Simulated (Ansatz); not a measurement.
Crystals of one structure type (rock salt) and one family of elements, relaxed and computed with DFT-PBE in the program Ansatz with PAW potentials.

```
crystal  gap (eV)  electron conductivity mass (mₑ)
-------  --------  -------------------------------
KI           3.86                                ?
RbBr         4.19                             0.39
KBr          4.31                             0.39
KF           5.96                             0.55
NaF          6.09                             0.56
LiCl         6.26                             0.47
LiF          8.83                             0.86
```

Q: Fit a straight line to ln m* against ln E_g and predict the withheld value.

A: Least squares on the 6 shown rows: ln m* = 1.02 × ln E_g + (-2.446), with a scatter of 8 %. For KI this gives 0.34. The run itself gave 0.34, within the scatter.

All cells were relaxed under the symmetry of their starts (and spin orders); stability against distortions was not tested throughout. Scalar-relativistic: spin–orbit coupling is off unless named, which matters more the heavier the elements.

Potentials: the later of the program's two PAW sets.
